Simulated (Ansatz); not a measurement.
CsGeBr3 (cubic perovskite, Pm-3m) under volume change, DFT-r²SCAN in the program Ansatz with PAW potentials, scaled uniformly.

| V (Å³/atom) | E − E(relaxed) (meV/atom) | P (GPa) |
|---|---|---|
| 30.834 | 26.5 | 3.03 |
| 31.851 | 11.1 | 1.85 |
| 32.867 | 2.6 | 0.85 |
| 33.884 | 0.0 | 0.00 |
| 34.900 | 2.3 | -0.71 |
| 35.917 | 8.8 | -1.32 |
| 36.933 | 18.9 | -1.83 |

What does a third-order Birch–Murnaghan fit give for V₀, B₀ and B′?

V₀ = 33.89 Å³/atom, B₀ = 25.9 GPa, B′ = 4.5.

The first step of the workflow began from a Materials Project structure, measured or hypothetical; the Crystallography Open Database copy checked does not list it. Whether it is the stable phase at ambient conditions was not checked. The r²SCAN relaxation kept the symmetry of its start; its stability against distortions is not shown here. Spin–orbit coupling is left out wherever it is not named.

Potentials: the later of the program's two PAW sets.
